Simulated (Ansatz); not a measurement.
Relaxed-ion elastic tensor of Bi (A7 (α-As type), space group No. 166) in GPa (Voigt order), plane-wave PAW r²SCAN (Ansatz code); density 9.45 g/cm³, 36.71 Å³ per atom.

```
69.7  25.6  19.9  -6.9   0.0   0.0
25.6  69.7  19.9   6.9   0.0   0.0
19.9  19.9  25.4   0.0   0.0   0.0
-6.9   6.9   0.0  10.5   0.0   0.0
 0.0   0.0   0.0   0.0  10.5  -6.9
 0.0   0.0   0.0   0.0  -6.9  22.1
```

Q: Is the crystal mechanically stable?

A: Yes: the smallest eigenvalue of C is 7.3 GPa.

Q: Work out the Voigt, Reuss and Hill averages.

A: K_V = 32.8, K_R = 24.5, K_H = 28.7; G_V = 15.3, G_R = 10.5, G_H = 12.9 GPa.

Q: Give Young's modulus, Poisson's ratio, Pugh's ratio and the universal anisotropy index.

A: E = 9KG/(3K + G) = 33.6 GPa; ν = 0.30; K/G = 2.22 (ductile by the Pugh limit of 1.75); A_U = 5G_V/G_R + K_V/K_R − 6 = 2.58.

Q: Estimate the sound speeds and the Debye temperature.

A: v_l = √((K + 4G/3)/ρ) = 2200 m/s, v_t = √(G/ρ) = 1170 m/s, mean 1310 m/s; Θ = (h/k)(3n/4πV)^(1/3) v_m = 117 K.

Q: Solve the Christoffel equation for the three sound speeds along x, y, z.

A: Eigenvalues of C_ijkl n_j n_l equal ρv². In km/s, slowest first: x 0.88, 1.64, 2.72; y 1.01, 1.53, 2.73; z 1.06, 1.06, 1.64.

Q: How much does each axis shrink under pressure?

A: Linear compressibilities β_i = Σ_j S_ij (j = 1 to 3): x 3.4, y 3.4, z 34 per TPa.

Space group R-3m (A7 (α-As type)). The r²SCAN relaxation kept the symmetry of its start; of distortions, only those at the zone centre were tested. As this level gives no gap, shear constants depend on the k-mesh and smearing (Fermi–Dirac, 0.1 eV here). Spin–orbit coupling is left out wherever it is not named.

Potentials: the later of the program's two PAW sets.
